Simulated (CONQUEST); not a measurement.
Worked example: self-consistent single point of a model cell of Al (Im-3m, 2 atoms in the cell; prototype structure) in CONQUEST.

Level of theory: CONQUEST 1.3 with PBEsol, numerical atomic orbitals double-zeta with polarisation (the shipped basis), PseudoDojo norm-conserving potentials made for PBEsol.

```yaml
crystal:
  lattice:
    - [3.21449, 0.00000, 0.00000]
    - [0.00000, 3.21449, 0.00000]
    - [0.00000, 0.00000, 3.21449]
  atoms:
    - { symbol: Al, position: [0.00000, 0.00000, 0.00000] }
    - { symbol: Al, position: [0.50000, 0.50000, 0.50000] }
```

Reference input (self-consistent single point, DFT, PBEsol, numerical atomic orbitals double-zeta with polarisation (the shipped basis), PseudoDojo norm-conserving potentials made for PBEsol): basis = DZP; Diag.MPMeshX, Y, Z = 7 7 7; potentials = PseudoDojo norm-conserving PBEsol; Grid.GridCutoff = 70 Ha; DM.SolutionMethod = diagon; Diag.kT = 0.003675 Ha; Diag.GammaCentred = true; minE.SCTolerance = 1.0e-06; SC.MaxIters = 100; SC.LinearMixingFactor = 0.3; SC.KerkerPreCondition = true; SC.KerkerFactor = 0.3 1/bohr. This run's input differs from it in these lines:

```diff
@@ -16,5 +16,5 @@
 Diag.MPMesh                    T
-Diag.MPMeshX                   7
-Diag.MPMeshY                   7
-Diag.MPMeshZ                   7
+Diag.MPMeshX                   11
+Diag.MPMeshY                   11
+Diag.MPMeshZ                   11
 Diag.GammaCentred              T
```

Log, with long lists cut:

```
    new_SC_potl: Starting.  Tolerance:  0.10000E-05

    PulayMixSC: Starting Pulay mixing, A_up =  0.300 A_dn =  0.300
    PulayMixSC: Spin non-polarised calculation.
    PulayMixSC: with Kerker preconditioning, q0 =  0.300
          Harris-Foulkes Energy            :        -4.623596447256041 Ha
          GroundState Energy (E-(1/2)TS)   :        -4.624116202353795 Ha
          Free Energy (E-TS)               :        -4.624635957451550 Ha
          DFT Total Energy                 :        -4.622428168861129 Ha
          Total number of electrons        :         6.000000000000014
   [... lines left out ...]
          Total number of electrons        :         6.000035741386846
    PulayMixSC: Pulay iteration     7 residual:              0.12137E-05
          Harris-Foulkes Energy            :        -4.622487710665538 Ha
          GroundState Energy (E-(1/2)TS)   :        -4.623004219428982 Ha
          Free Energy (E-TS)               :        -4.623520728192426 Ha
          DFT Total Energy                 :        -4.622487710675335 Ha
          Total number of electrons        :         6.000036514178220
    PulayMixSC: Pulay iteration     8 residual:              0.98390E-06
    PulayMixSC: Reached SCF tolerance of  0.98390E-06 after      8 iterations
      | Number of electrons      =         6.000037
      |* band energy as 2Tr[K.H] =        -2.243811323170969 Ha
      |  screened ion-ion energy =        -2.387587850872565 Ha
      |  Ha correction           =         0.002134058804374 Ha
      |  XC correction           =         0.006777376032761 Ha
      | GS Energy as E-(1/2)TS   =        -4.623004219428982 Ha
      | Free Energy as E-TS      =        -4.623520728192426 Ha
      |* Harris-Foulkes energy   =        -4.622487710665538 Ha
      |* DFT total energy        =        -4.622487710675335 Ha
      |  estimated accuracy      =         0.000000000009797 Ha

    force: Forces on atoms (Ha/a0)
    force:  Atom   X              Y              Z
   [... lines left out ...]
    force: Maximum force :        0.00000000(Ha/a0) on atom         2 in z direction
   [... lines left out ...]
    force: Force Residual:        0.00000000 Ha/a0
    force: Total stress:         -0.67670886     0.00000000     0.00000000 GPa
                             0.00000000    -0.67670886     0.00000000
                             0.00000000     0.00000000    -0.67670886
    force: Average pressure:      0.67670886 GPa

    force: Finished force
    get_E_and_F: Change in energy during last step of electronic optimisation:  0.45102E-06
```

The run converged in 8 iterations. CONQUEST prints the stress tensor with tension positive. Against the reference run the free energy falls by 7.9 meV/atom and the pressure goes from 0.57 to 0.68 GPa.

The starting geometry comes from a prototype or from typed values, not from a relaxation at this level; it need not be a known phase. The program uses no crystal symmetry, so grid and mesh can part values that symmetry would make equal. The atom-centred basis is finite, which shifts total energies and pressures against plane waves. This run is one point of a test of settings, so its values need not be converged; read them against the reference run alone.

Cost on one core: roughly 80 core-seconds.
